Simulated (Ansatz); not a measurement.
**Deforming SrTiO$_{3}$**

```
Sr Ti O
1.0
     3.90500    0.00000    0.00000
     0.00000    3.90500    0.00000
     0.00000    0.00000    3.90500
Sr Ti O
1 1 3
Direct
  0.00000 0.00000 0.00000
  0.50000 0.50000 0.50000
  0.00000 0.50000 0.50000
  0.50000 0.00000 0.50000
  0.50000 0.50000 0.00000
```

Atoms are numbered in the order listed.

The cell is COD entry 7212245, as deposited and not checked against the literature; nothing was relaxed.

Method: Ansatz 0.2.0, DFT, PBEsol, all-electron LAPW, scalar-relativistic.

Settings: a Γ-centred 7×7×7 k mesh, Fermi–Dirac smearing of 0.05 eV, basis error target 1 meV/atom, no spin polarisation.

The unchanged cell is at -1.96 GPa.

Semilocal functionals give too small gaps.

x, y and z are the Cartesian axes of the cell as listed; fractional coordinates follow a strain, and an engineering shear is twice the off-diagonal strain component.

(1) One change gave: energy change +11 meV/atom; stress change (xx, yy, zz, yz, xz, xy) 0.21, 0.21, 0.21, 3.43, 3.43, 3.43 GPa, compression positive; gap on the k mesh 1.89 → 1.73 eV. Which change was it?
A. equal xy, yz and zx engineering shear strains of -2 %
B. equal xy, yz and zx engineering shear strains of +1 %
C. equal xy, yz and zx engineering shear strains of +2 %
D. equal xy, yz and zx engineering shear strains of -3 %
E. equal xy, yz and zx engineering shear strains of -1 %
F. equal xy, yz and zx engineering shear strains of +3 %

Answers

(1) D. For equal xy, yz and zx engineering shear strains of -1 %: energy change +1 meV/atom; stress change (xx, yy, zz, yz, xz, xy) 0.02, 0.02, 0.02, 1.13, 1.13, 1.13 GPa, compression positive; gap on the k mesh 1.89 → 1.85 eV. For equal xy, yz and zx engineering shear strains of +2 %: energy change +5 meV/atom; stress change (xx, yy, zz, yz, xz, xy) 0.09, 0.09, 0.09, -2.22, -2.22, -2.22 GPa, compression positive; gap on the k mesh 1.89 → 1.84 eV. For equal xy, yz and zx engineering shear strains of -2 %: energy change +5 meV/atom; stress change (xx, yy, zz, yz, xz, xy) 0.09, 0.09, 0.09, 2.27, 2.27, 2.27 GPa, compression positive; gap on the k mesh 1.89 → 1.79 eV. For equal xy, yz and zx engineering shear strains of +1 %: energy change +1 meV/atom; stress change (xx, yy, zz, yz, xz, xy) 0.02, 0.02, 0.02, -1.12, -1.12, -1.12 GPa, compression positive; gap on the k mesh 1.89 → 1.87 eV. For equal xy, yz and zx engineering shear strains of +3 %: energy change +11 meV/atom; stress change (xx, yy, zz, yz, xz, xy) 0.21, 0.21, 0.21, -3.32, -3.32, -3.32 GPa, compression positive; gap on the k mesh 1.89 → 1.80 eV.
